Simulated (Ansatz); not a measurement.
## TlPt: how the free axis answers a strain

TlPt, P6/mmm, a = 6.587 Å, c = 3.981 Å. The structure is a COD entry; whether it is the stable form wasn't checked. Ansatz: PBE, PAW, 420 eV, Γ-centred 6×6×10 mesh on 6 atoms, Gaussian smearing 0.10 eV; no spin polarisation. Series: uniaxial strain along c, with a, b and atoms relaxed; x is the strain in per cent. y is the change of a in per cent of 6.587 Å.

```tsv
x (%)	y (%)
-3.0	2.18
-2.0	?
-1.0	0.73
0.0	0.00
1.0	-0.69
2.0	-1.34
3.0	-1.95
```

Task: Fit y = c1 x + c2 x² to the other rows, say what c1 measures, and predict the missing y.

Result: Least squares on the rows shown. y = −0.6913 x + 0.01267 x². So −c1 = 0.691 is Poisson's ratio for this pair of axes, over the isotropic limit of 0.5, which a direction in an anisotropic crystal may pass. At x = -2.0 the fit asked for gives 1.43 %. The run gave 1.46 %, so the fit is 0.03 % too low, a small miss on the scale of the series.

Spin–orbit coupling is left out, which can shift energies with elements as heavy as these.

Cost: 7 runs of about 13 core-minutes in all, on Arm Neoverse V2 (shared hosts).